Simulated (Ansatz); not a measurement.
**Ca₄IrN₄: do the settings matter for the field gradients?**

This input was run with Ansatz:

```yaml
crystal:
  lattice:
    - [5.9902043214, 0.0, 0.0]
    - [2.0698413154, 5.7939310399, 0.0]
    - [2.5511101545, -0.7230301535, 7.9528550465]
  atoms:
    - { symbol: Ca, position: [0.74259305, 0.78226862, 0.84976213] }
    - { symbol: Ca, position: [0.25740695, 0.21773138, 0.15023787] }
    - { symbol: Ca, position: [0.20287987, 0.72303025, 0.01322614] }
    - { symbol: Ca, position: [0.79712013, 0.27696975, 0.98677386] }
    - { symbol: Ca, position: [0.04968058, 0.73367417, 0.42998904] }
    - { symbol: Ca, position: [0.95031942, 0.26632583, 0.57001096] }
    - { symbol: Ca, position: [0.57518446, 0.21151241, 0.3798585] }
    - { symbol: Ca, position: [0.42481554, 0.78848759, 0.6201415] }
    - { symbol: Ir, position: [0.61292719, 0.70959383, 0.2395992], spin: 1.0 }
    - { symbol: Ir, position: [0.38707281, 0.29040617, 0.7604008], spin: 1.0 }
    - { symbol: "N", position: [0.29496821, 0.98207092, 0.37520908] }
    - { symbol: "N", position: [0.70503179, 0.01792908, 0.62479092] }
    - { symbol: "N", position: [0.74160018, 0.94703665, 0.12028677] }
    - { symbol: "N", position: [0.25839982, 0.05296335, 0.87971323] }
    - { symbol: "N", position: [0.41040672, 0.50917338, 0.21017329] }
    - { symbol: "N", position: [0.58959328, 0.49082662, 0.78982671] }
    - { symbol: "N", position: [0.15869875, 0.53355775, 0.68152235] }
    - { symbol: "N", position: [0.84130125, 0.46644225, 0.31847765] }
magnetization:
  spin_polarized: true
kpoints:
  mp_grid: { grid: [6, 6, 4] }
scf:
  occupations: { method: gaussian, width: 0.3 }
hamiltonian:
  xc: pbe
  pseudopotentials: { kind: paw }
output:
  forces: true
  stress: true
  populations: true
  efg:
    quadrupole_moments_barn: { Ca: -0.0408, Ir: 0.751, "N": 0.02044 }
    contact_densities: true
```

It converged. Of its output the block on the nuclei alone is shown, without the SCF iterations, energies, forces and stress (one atom of each set):

```
--- PAW observables at the nuclei: V_zz in 10²¹ V/m², potentials from the cell's mean, atoms counted from 1 ---
  atom   1  Ca V_zz =    -2.252611   η = 0.2902   by run symmetry: allowed   C_q = +2.2223 MHz
            electrostatic potential = -2218.308575 V   contact ρ = 41254.497806 e/Å³   contact ρ_s (e/Å³): all electrons +0.000001, valence +0.000001
  atom   3  Ca V_zz =    +4.732902   η = 0.7556   by run symmetry: allowed   C_q = -4.6692 MHz
            electrostatic potential = -2217.962968 V   contact ρ = 41254.209413 e/Å³   contact ρ_s (e/Å³): all electrons +0.000001, valence +0.000001
  atom   5  Ca V_zz =    +5.530394   η = 0.8258   by run symmetry: allowed   C_q = -5.4560 MHz
            electrostatic potential = -2218.253955 V   contact ρ = 41254.491374 e/Å³   contact ρ_s (e/Å³): all electrons +0.000003, valence +0.000003
  atom   7  Ca V_zz =    +3.334403   η = 0.8447   by run symmetry: allowed   C_q = -3.2895 MHz
            electrostatic potential = -2218.360964 V   contact ρ = 41254.500195 e/Å³   contact ρ_s (e/Å³): all electrons +0.000001, valence +0.000001
  atom   9  Ir V_zz =   +24.730969   η = 0.9805   by run symmetry: allowed   C_q = +449.0921 MHz
            electrostatic potential = -15777.636221 V   contact ρ = 11166202.633235 e/Å³   contact ρ_s (e/Å³): all electrons +0.000053, valence +0.000037
  atom  11  N  V_zz =    +5.035062   η = 0.6549   by run symmetry: allowed   C_q = +2.4885 MHz
            electrostatic potential = -517.622315 V   contact ρ = 1416.460392 e/Å³   contact ρ_s (e/Å³): all electrons -0.000003, valence -0.000003
  atom  13  N  V_zz =    -4.396311   η = 0.4945   by run symmetry: allowed   C_q = -2.1728 MHz
            electrostatic potential = -517.210817 V   contact ρ = 1416.394850 e/Å³   contact ρ_s (e/Å³): all electrons -0.000001, valence -0.000001
  atom  15  N  V_zz =    +5.032738   η = 0.3920   by run symmetry: allowed   C_q = +2.4874 MHz
            electrostatic potential = -517.677262 V   contact ρ = 1416.127464 e/Å³   contact ρ_s (e/Å³): all electrons -0.000005, valence -0.000006
  atom  17  N  V_zz =    -1.413970   η = 0.4810   by run symmetry: allowed   C_q = -0.6988 MHz
            electrostatic potential = -516.777744 V   contact ρ = 1416.965689 e/Å³   contact ρ_s (e/Å³): all electrons -0.000010, valence -0.000012
```

Task: Can these gradients be trusted, and how do they compare with a run on standard settings?

Result: Not as converged values. Against the standard input the change is `scf.occupations.method`: fermi_dirac → gaussian; `scf.occupations.width`: 0.05 → 0.3. A site carries the number of its first atom; V_zz in 10²¹ V/m².

```json
{"site": "Ca1", "atom": "1", "V_zz standard": "-2.27", "η standard": "0.28", "V_zz here": "-2.25", "η here": "0.29"}
{"site": "Ca3", "atom": "3", "V_zz standard": "4.72", "η standard": "0.76", "V_zz here": "4.73", "η here": "0.76"}
{"site": "Ca5", "atom": "5", "V_zz standard": "5.53", "η standard": "0.83", "V_zz here": "5.53", "η here": "0.83"}
{"site": "Ca7", "atom": "7", "V_zz standard": "3.32", "η standard": "0.87", "V_zz here": "3.33", "η here": "0.84"}
{"site": "Ir", "atom": "9", "V_zz standard": "25.3", "η standard": "0.97", "V_zz here": "24.7", "η here": "0.98"}
{"site": "N11", "atom": "11", "V_zz standard": "5.06", "η standard": "0.66", "V_zz here": "5.04", "η here": "0.65"}
{"site": "N13", "atom": "13", "V_zz standard": "-4.53", "η standard": "0.51", "V_zz here": "-4.40", "η here": "0.49"}
{"site": "N15", "atom": "15", "V_zz standard": "5.14", "η standard": "0.38", "V_zz here": "5.03", "η here": "0.39"}
{"site": "N17", "atom": "17", "V_zz standard": "-1.35", "η standard": "0.47", "V_zz here": "-1.41", "η here": "0.48"}
```

The largest change of V_zz is on Ir, from 25.3 to 24.7. In per cent, |V_zz| changes by -1 to 0 on Ca, -2 on Ir, -3 to 0 on N (all sites that start above 2). SCF iterations: 18 and 15. In the changed run the smearing of 0.30 eV is wide against a gap of 0.0 eV, so its values aren't converged ones.

On the reference run: With no gap above 0.1 eV, as in a metal, the gradients converge slowly in k; expect changes of a tenth or more on a denser mesh. Spin–orbit coupling is left out, which shifts gradients on Ir by a few per cent in wide-gap crystals, and can shift them far more where the calculated gap is small or absent, as here. Semilocal functionals make gaps too small and can close them, so the real compound need not be a metal. The start moments die out, and the run ends without spin.
